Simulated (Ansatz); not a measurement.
Mo2N in space group P6_3/mmc (No. 194; N on 2c, Mo on 2a, Mo on 2d) at seven volumes, the program Ansatz at the PBE level (PAW), shape and atoms relaxed at each. One row is withheld.

| V (Å³/atom) | P (GPa) |
|---|---|
| 11.415 | 25.79 |
| 11.791 | 15.70 |
| 12.168 | 7.23 |
| 12.544 | 0.00 |
| 12.920 | -6.17 |
| 13.297 | -11.34 |
| 13.673 | ? |

Task: Fit the shown pressures and predict the withheld one.

Result: P = (3/2)B₀(x^(7/2) − x^(5/2))[1 + (3/4)(B′ − 4)(x − 1)] with x = (V₀/V)^(2/3). Least squares on the six rows gives V₀ = 12.543 Å³/atom, B₀ = 222 GPa, B′ = 4.46. At V = 13.673, x = 0.9441 and P = -15.81 GPa. The run itself gave -15.48 GPa.

A made-up cell: these elements were put on the sites of a structure type; neither database checked (COD, Materials Project) lists it. COD files the formula under space group No. 141, so this cell is another polymorph or a model. Whether it is the stable phase at ambient conditions was not checked. The PBE relaxation kept the symmetry of its start; whether a distortion lowers the energy is not shown. No spin polarisation was allowed.

Potentials: the later of the program's two PAW sets.
